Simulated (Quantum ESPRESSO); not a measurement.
## Pt3ZnAl2WGa (one composition in several site orders)

A calculation, not a measurement. The program is pw.x of Quantum ESPRESSO 7.5 (plane-wave density functional theory). The cell is made up: eight metal atoms on a hexagonal close-packed lattice, with elements, volume, strain and displacements drawn at random and not relaxed, so it may be unstable or far from any real phase. PseudoDojo standard norm-conserving files set the functional (PBE unless stated); there is no spin polarisation or spin-orbit coupling, the Fermi-Dirac width of 0.25 eV means electrons at about 2900 K, and the masses in the input are unused placeholders. Heavy elements are run without spin-orbit coupling, which real alloys of them have. A spin test at this wide smearing found no moment, but such smearing suppresses magnetism that the real alloy may have.

The runs put one composition on the sites in different orders. Cell, positions, cutoff, mesh and smearing stay as in the input of run 1; sites are counted in its order. Stress in the tables is positive in tension.

Input of run 1:

```
&control calculation='scf', pseudo_dir='./dojo.nc.sr.pbe.v0_5.standard.upf', outdir='./o', disk_io='minimal', tprnfor=.true., tstress=.true. /
&system ibrav=0, nat=8, ntyp=5, nbnd=67, ecutwfc=84.00895049, nosym=.true., tot_charge=0,
 occupations='smearing', smearing='fd', degauss=0.0183746611
/
&electrons conv_thr=1.470e-08, electron_maxstep=70, mixing_beta=0.5 /
ATOMIC_SPECIES
Al 1.0 Al.upf
Ga 1.0 Ga.upf
Pt 1.0 Pt.upf
W 1.0 W.upf
Zn 1.0 Zn.upf
CELL_PARAMETERS angstrom
2.8629 0.0 0.0
0.0 4.9587 0.0
0.0 0.0 9.0411
ATOMIC_POSITIONS angstrom
Pt -0.0461 -0.0183 0.0329
Pt 0.0444 0.0204 4.5342
Zn 0.0106 1.6682 2.2688
Al 0.0344 1.6555 6.7468
Al 1.4981 2.4213 0.0571
W 1.4807 2.5189 4.5414
Pt 1.3734 4.1227 2.2243
Ga 1.4212 4.0957 6.8343
K_POINTS automatic
8 5 3 1 1 1
```

| run | elements on sites 1 to 8 | free energy less that of run 1 (eV) | -TS (eV) | pressure (GPa) | stress xx (GPa) | stress yy (GPa) | stress zz (GPa) | stress yz (GPa) | stress xz (GPa) | stress xy (GPa) | iterations |
| --- | --- | --- | --- | --- | --- | --- | --- | --- | --- | --- | --- |
| 1 | Pt Pt Zn Al Al W Pt Ga | 0.000 | -0.955 | -5.70 | 3.23 | 8.56 | 5.31 | 1.81 | 0.08 | 0.26 | 16 |
| 2 | Pt Pt Ga W Pt Al Zn Al | -0.649 | -0.942 | -6.71 | 6.13 | 6.12 | 7.88 | -1.72 | 0.15 | 0.19 | 15 |
| 3 | Pt Zn Pt Al Ga Al Pt W | -0.074 | -0.906 | -5.92 | 3.45 | 7.94 | 6.36 | -0.87 | -0.40 | -0.05 | 17 |
| 4 | Pt Zn W Pt Al Ga Pt Al | -0.704 | -0.862 | -6.77 | 6.40 | 8.30 | 5.61 | 4.03 | -0.28 | 0.23 | 15 |
| 5 | Ga Al Al W Zn Pt Pt Pt | -1.155 | -0.748 | -8.29 | 8.40 | 8.67 | 7.81 | 0.63 | -0.26 | -0.30 | 16 |
| 6 | Pt Pt W Zn Ga Pt Al Al | -0.641 | -0.896 | -6.73 | 5.46 | 4.35 | 10.39 | -1.44 | -0.19 | 0.29 | 17 |

Forces Fx Fy Fz (eV/Å):

| site | run 1 | run 2 | run 3 | run 4 | run 5 | run 6 |
| --- | --- | --- | --- | --- | --- | --- |
| 1 | 0.02 0.86 -1.88 | 0.22 -0.19 -0.30 | 0.10 0.61 -1.53 | 0.04 -0.21 -1.46 | 0.06 0.08 -0.48 | 0.00 -0.42 -0.80 |
| 2 | -0.08 0.23 0.62 | -0.04 -0.45 -0.39 | -0.08 -0.09 -0.30 | -0.03 -0.10 -0.33 | -0.03 -0.78 0.22 | -0.03 0.00 0.23 |
| 3 | 0.04 -0.29 0.42 | 0.02 -0.22 -0.57 | -0.09 0.02 1.06 | -0.01 -0.45 0.47 | 0.03 0.47 0.72 | 0.04 0.03 0.70 |
| 4 | 0.00 -0.41 -0.18 | -0.02 0.07 0.84 | -0.05 -0.25 0.50 | 0.01 0.42 0.10 | -0.08 -0.30 0.51 | -0.02 -0.08 -0.27 |
| 5 | -0.10 0.23 0.48 | -0.28 0.27 -0.23 | -0.07 0.10 0.42 | -0.13 -0.07 -0.26 | -0.11 0.01 -0.57 | -0.08 -0.10 -0.17 |
| 6 | -0.12 0.40 0.42 | -0.05 0.06 0.18 | -0.06 0.25 -1.39 | -0.05 -0.18 -0.25 | 0.00 -0.66 -0.50 | -0.09 -0.05 0.06 |
| 7 | 0.21 -1.14 0.38 | 0.07 0.06 0.04 | 0.20 0.00 1.48 | 0.17 0.05 1.33 | 0.04 0.65 -0.30 | 0.15 0.41 0.64 |
| 8 | 0.03 0.12 -0.27 | 0.07 0.40 0.43 | 0.05 -0.64 -0.24 | 0.00 0.55 0.41 | 0.08 0.53 0.40 | 0.04 0.21 -0.39 |

The sites are displaced and not relaxed, so the energy differences hold strain from misfit and are not ordering energies. A rerun of one cell of this series at a higher cutoff and on a denser mesh moved values by no more than 0.013 eV in energy, 0.05 GPa in stress and 0.012 eV/Å in force, and a second program with other atomic files agreed on that cell to 2 % rms in force and 0.5 GPa in pressure.